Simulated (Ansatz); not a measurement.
**Response of Rh to small distortions**

```
Rh
1.0
     0.00000    1.90155    1.90155
     1.90155    0.00000    1.90155
     1.90155    1.90155    0.00000
Rh
1
Direct
  0.00000 0.00000 0.00000
```

The conventional cell has a = 3.803 Å, b = 3.803 Å, c = 3.803 Å, α = 90.00°, β = 90.00°, γ = 90.00°. Rh (atom 1) is surrounded by 12 Rh at 2.69 Å.

The cell comes from COD entry 9008482, which wasn't checked; take it as a given geometry.

Level of theory: DFT, LDA, all-electron LAPW, scalar-relativistic (Ansatz 0.2.0).

Numerical set-up: a Γ-centred 16×16×16 k mesh, Fermi–Dirac smearing of 0.03 eV, basis error target 0.25 meV/atom, no spin polarisation.

The unchanged cell is at -11.20 GPa.

In a metal, stresses and small energies carry noise from the k mesh.

x, y and z are the Cartesian axes of the cell as listed; fractional coordinates follow a strain, and an engineering shear is twice the off-diagonal strain component.

(1) One change gave: energy change +9 meV/atom; stress change (xx, yy, zz, yz, xz, xy) 0.40, 0.40, 0.40, -3.72, -3.72, -3.72 GPa, compression positive. Which change was it?
A. equal xy, yz and zx engineering shear strains of +1 %
B. equal xy, yz and zx engineering shear strains of -1 %
C. equal xy, yz and zx engineering shear strains of -2 %
D. equal xy, yz and zx engineering shear strains of +2 %

Answers

(1) D. For equal xy, yz and zx engineering shear strains of -2 %: energy change +10 meV/atom; stress change (xx, yy, zz, yz, xz, xy) 0.41, 0.41, 0.41, 3.97, 3.97, 3.97 GPa, compression positive. For equal xy, yz and zx engineering shear strains of -1 %: energy change +2 meV/atom; stress change (xx, yy, zz, yz, xz, xy) 0.10, 0.10, 0.10, 1.95, 1.95, 1.95 GPa, compression positive. For equal xy, yz and zx engineering shear strains of +1 %: energy change +2 meV/atom; stress change (xx, yy, zz, yz, xz, xy) 0.09, 0.09, 0.09, -1.85, -1.85, -1.85 GPa, compression positive.
